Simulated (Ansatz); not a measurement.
KTaO₃:
```cif
data_KO3Ta
_chemical_formula_sum 'K1 Ta1 O3'
_space_group_name_H-M_alt 'Pm-3m'
_space_group_IT_number 221
_space_group_name_Hall '-P 4 2 3'
_cell_length_a 3.98413
_cell_length_b 3.98413
_cell_length_c 3.98413
_cell_angle_alpha 90.000
_cell_angle_beta 90.000
_cell_angle_gamma 90.000
loop_
_atom_site_label
_atom_site_type_symbol
_atom_site_symmetry_multiplicity
_atom_site_Wyckoff_symbol
_atom_site_fract_x
_atom_site_fract_y
_atom_site_fract_z
_atom_site_occupancy
K1 K 1 b 0.50000 0.50000 0.50000 1
Ta1 Ta 1 a 0.00000 0.00000 0.00000 1
O1 O 3 d 0.00000 0.00000 0.50000 1
```

Relaxed with PBEsol. Plane-wave PAW PBEsol (Ansatz code) gives a gap of 2.15 eV.

**Question.** What gap does HSE06 give on the same cell (Ansatz, PAW)?

**Answer.** 3.59 eV, 1.44 eV more. The hybrid was solved on a coarser mesh and at special points; its gap is the smallest among all of these.

| k | v1 PBEsol | c1 PBEsol | v1 HSE06 | c1 HSE06 |
|---|---|---|---|---|
| Γ | -0.63 | 2.15 | -0.67 | 3.59 |
| R | 0.00 | 6.52 | (withheld) | (withheld) |
| M | -0.04 | 5.08 | (withheld) | (withheld) |
| X | -0.85 | 2.31 | (withheld) | (withheld) |

**Question.** Top valence (v1) and lowest conduction level (c1) in eV from each method's valence maximum (which need not be a listed point): supply the withheld HSE06 values.

**Answer.** 
- M, v1 HSE06: -0.04
- M, c1 HSE06: 6.70
- X, v1 HSE06: -0.91
- X, c1 HSE06: 3.76
- R, v1 HSE06: 0.00
- R, c1 HSE06: 8.30

Cost on shared cores: the PBEsol run (SCF on a 7×7×7 mesh, then bands and DOS) very roughly 22 core-seconds, the HSE06 run (SCF on 4×4×4, then a few points) around 80 core-seconds (rough); the tasks are unlike.

Symmetry was held in the PBEsol relaxation. No spin polarisation was allowed. Spin–orbit coupling is left out wherever it is not named.

Potentials: the earlier of the program's two PAW sets.
